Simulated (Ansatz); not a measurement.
MoSe2:
```xyz
6
Lattice="3.2771 0.0000 0.0000 -1.6385 2.8380 0.0000 0.0000 0.0000 12.7329" Properties=species:S:1:pos:R:3 pbc="T T T"
Mo     1.6385     0.9460     3.1832
Mo     0.0000     1.8920     9.5497
Se     0.0000     1.8920     4.8573
Se     1.6385     0.9460     7.8756
Se     1.6385     0.9460    11.2237
Se     0.0000     1.8920     1.5092
```

The program Ansatz at the PBE+D3(BJ) level (PAW) gives a gap of 0.74 eV without spin–orbit coupling, maximum at Γ, minimum on the K–Γ line, 45 % of the way from K.

**Question.** What happens when spin–orbit coupling is switched on?

**Answer.** The gap decreases by 0.01 eV, to 0.73 eV; maximum at Γ, minimum on the K–Γ line, 45 % of the way from K.

**Question.** Give the electron effective mass with spin–orbit coupling.

**Answer.** 0.47, 0.47, 0.67 mₑ (principal values).

**Question.** Give the hole effective mass with spin–orbit coupling.

**Answer.** 0.74, 0.74, 1.6 mₑ (principal values).

Space group P6_3/mmc. The cell was relaxed with PBE+D3(BJ) under the symmetry of its start; phonons on a q-mesh show no instability. The run is not spin-polarised.

Potentials: the later of the program's two PAW sets.
